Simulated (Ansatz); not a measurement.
SiO₂:
Space group P3₁21 (No. 152); a = 4.949 Å, b = 4.949 Å, c = 5.442 Å, α = 90.00°, β = 90.00°, γ = 120.00°

```tsv
atom	site	symmetry	x	y	z
Si	3a	.2.	0.5296	0.5296	0.0000
O	6c	1	0.4125	0.2669	0.2145
```

Relaxed with PBEsol. PBEsol in the plane-wave PAW code Ansatz gives a gap of 5.72 eV.

Q: What gap does HSE06 give on the same cell (Ansatz, PAW)?

A: 7.67 eV, 1.95 eV more. The hybrid was solved on a coarser mesh and at special points; its gap is the smallest among all of these.

| k | v1 PBEsol | c1 PBEsol | v1 HSE06 | c1 HSE06 |
|---|---|---|---|---|
| Γ | -0.31 | 5.72 | -0.32 | 7.67 |
| A | -0.09 | 7.67 | ? | ? |
| K | 0.00 | 8.61 | ? | ? |
| H | -0.57 | 8.62 | -0.60 | 10.87 |
| M | -0.04 | 7.95 | ? | ? |
| L | -0.18 | 8.55 | ? | ? |

Q: Top valence (v1) and lowest conduction level (c1) in eV from each method's valence maximum (which need not be a listed point): supply the withheld HSE06 values.

A: 
- M, v1 HSE06: -0.04
- M, c1 HSE06: 10.04
- A, v1 HSE06: -0.10
- A, c1 HSE06: 9.69
- K, v1 HSE06: 0.00
- K, c1 HSE06: 10.71
- L, v1 HSE06: -0.19
- L, c1 HSE06: 10.77

Cost on shared cores: the PBEsol run (SCF on a 7×7×5 mesh, then bands and DOS) roughly 70 core-seconds, the HSE06 run (SCF on 4×4×3, then a few points) about 90 core-seconds (a rough figure); the tasks are unlike.

Space group P3_121. Symmetry was held in the PBEsol relaxation.

Potentials: the earlier of the program's two PAW sets.
